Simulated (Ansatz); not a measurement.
# Levels of theory for In4SbAs3 (ordering on zincblende)

All numbers come from the PAW code Ansatz. No magnetic order and no zero-point or thermal motion; the cell was built from a prototype and may be hypothetical.

In4SbAs3 as one 8-atom ordering (P-43m) on the zincblende lattice, relaxed with r2SCAN. The symmetry is P-43m (No. 215, cubic); conventional cell a = 6.225 Å, 30.16 Å³ an atom. Around As lie 4 In at 2.67 Å; around In lie 3 As at 2.67 Å and 1 Sb at 2.78 Å; around Sb lie 4 In at 2.78 Å.

```cif
data_structure
_symmetry_space_group_name_H-M 'P 1'
_symmetry_Int_Tables_number 1
_cell_length_a 6.2254
_cell_length_b 6.2254
_cell_length_c 6.2254
_cell_angle_alpha 90.000
_cell_angle_beta 90.000
_cell_angle_gamma 90.000
_cell_volume 241.27
loop_
_atom_site_label
_atom_site_type_symbol
_atom_site_fract_x
_atom_site_fract_y
_atom_site_fract_z
_atom_site_occupancy
As1 As 0.50000 0.00000 0.00000 1
In1 In 0.24186 0.75814 0.75814 1
As2 As 0.00000 0.50000 0.00000 1
In2 In 0.75814 0.24186 0.75814 1
As3 As 0.00000 0.00000 0.50000 1
In3 In 0.75814 0.75814 0.24186 1
Sb1 Sb 0.50000 0.50000 0.50000 1
In4 In 0.24186 0.24186 0.24186 1
```

Relaxed lattice by functional, symmetry kept:
```json
{"functional": "PBE", "k mesh": "4×4×4", "a (Å)": "6.301", "volume (Å³/atom)": "31.27"}
{"functional": "r2SCAN", "k mesh": "4×4×4", "a (Å)": "6.225", "volume (Å³/atom)": "30.16"}
```

Band edges at fixed r2SCAN geometry:

| level | k mesh | gap (eV) | kind | edges | least direct gap (eV) | rough cost |
| --- | --- | --- | --- | --- | --- | --- |
| PBE | 4×4×4 | 0 | – | – | – | 70 core-seconds |
| PBE+SOC | 4×4×4 | 0 | – | – | – | 4 core-minutes |
| r2SCAN | 4×4×4 | 0 | – | – | – | 40 core-seconds |

All runs use a smearing of 0.02 eV.
Wave cutoffs: 420 eV, 500 eV (r2SCAN). Set aside, since their points miss a band edge that the other levels read or their mesh is too coarse: HSE06.
Costs come from shared machines and give only the order; PBE's includes the band path. The runs had 4 threads of Arm Neoverse V1 (shared host).

r2SCAN gives a gap of zero: filled and empty bands touch at Γ. PBE+SOC gives a gap of zero: filled and empty bands touch at Γ. With so small a gap spin-orbit coupling can invert the bands, which the size of the gap doesn't show: the edges may have crossed and parted again.

No level opens a gap, but no hybrid is among them, and semilocal functionals can close a real gap.

Only the levels marked +SOC include spin-orbit coupling.
